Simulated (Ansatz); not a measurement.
Polymorphs of MoS₂, each relaxed with PBE+D3(BJ) in the plane-wave PAW code Ansatz:

A: P6_3/mmc
a = b = 3.1560 Å, c = 12.1283 Å, α = β = 90.00°, γ = 120.00°

```tsv
atom	site	symmetry	x	y	z
Mo	2b	-6m2	0.0000	0.0000	0.2500
S	4f	3m.	0.3333	0.6667	0.1212
```

B: R3m
a = b = 3.1531 Å, c = 17.9966 Å, α = β = 90.00°, γ = 120.00°

```
atom  site  symmetry       x       y       z
----  ----  --------  ------  ------  ------
Mo      3a        3m  0.0000  0.0000  0.9998
S       3a        3m  0.0000  0.0000  0.4200
S       3a        3m  0.0000  0.0000  0.2463
```

Q: Rank these by energy per atom at 0 K (lowest first), as PBE+D3(BJ) gives it.

A: B (+0 meV/atom), A (+7 meV/atom)

Q: Give each one's gap.

A: A 0.82 eV; B 0.77 eV.

Not the usual ambient phase: A. All cells were relaxed under the symmetry of their starts (and spin orders); stability against distortions was not tested throughout. Rows with no word on spin ran without spin polarisation. Spin–orbit coupling is left out wherever it is not named.

Energies hold the estimated change up to a 700 eV cutoff; steps of a few meV lie near the error of the meshes.

Potentials: the earlier of the program's two PAW sets.
